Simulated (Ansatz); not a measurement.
## Property card for Zn₅CdO₆

Theory: DFT PBE, scalar-relativistic, plane waves, PAW in Ansatz.

Plane waves to 420 eV, a k mesh through Γ of 10×10×4 on the computed 12-atom cell and Gaussian smearing (0.02 eV); no spin polarisation.

The structure is relaxed at this level of theory with its symmetry kept, and needn't be the ground state of this composition.

```cif
data_structure
_symmetry_space_group_name_H-M 'P-4m2'
_symmetry_Int_Tables_number 115
_cell_length_a 3.3129
_cell_length_b 3.3129
_cell_length_c 14.1938
_cell_angle_alpha 90.000
_cell_angle_beta 90.000
_cell_angle_gamma 90.000
_cell_volume 155.78
loop_
_atom_site_label
_atom_site_type_symbol
_atom_site_symmetry_multiplicity
_atom_site_Wyckoff_symbol
_atom_site_fract_x
_atom_site_fract_y
_atom_site_fract_z
_atom_site_occupancy
Zn1 Zn 2 e 0.00000 0.00000 0.65914 1
Zn2 Zn 2 f 0.50000 0.50000 0.81818 1
Zn3 Zn 1 c 0.50000 0.50000 0.50000 1
Cd1 Cd 1 a 0.00000 0.00000 0.00000 1
O1 O 2 g 0.50000 0.00000 0.73856 1
O2 O 2 g 0.00000 0.50000 0.89726 1
O3 O 2 g 0.50000 0.00000 0.42046 1
```

Formation energy from the elements' standard states (uncorrected)?

-1.336 eV/atom.

Kohn–Sham band gap?

0.36 eV, direct at Γ.

Orbital (Löwdin) character of the top 1 eV of the valence band?

O 2p 77 %, Zn 3d 19 %.

Orbital (Löwdin) character of the lowest 1 eV of the conduction band?

O 2p 32 %, Zn 4s 27 %, Cd 5s 21 %, O 2s 14 %.

Electron masses at the edge by direction of the standard setting (m_e; one valley, along these axes only; no spin-orbit coupling)?

x: 0.085; y: 0.085; z: 0.088.

Hole masses at the edge by direction of the standard setting (m_e; one valley, along these axes only; no spin-orbit coupling)?

x: 5.2, 0.086; y: 5.2, 0.086; z: 1.6, 1.6.

The cell was found from a structure generator's guess, not taken from experiment. Kohn–Sham gaps at this level usually fall short of measured ones. Löwdin shares on free-atom orbitals overweight diffuse shells in the empty bands.
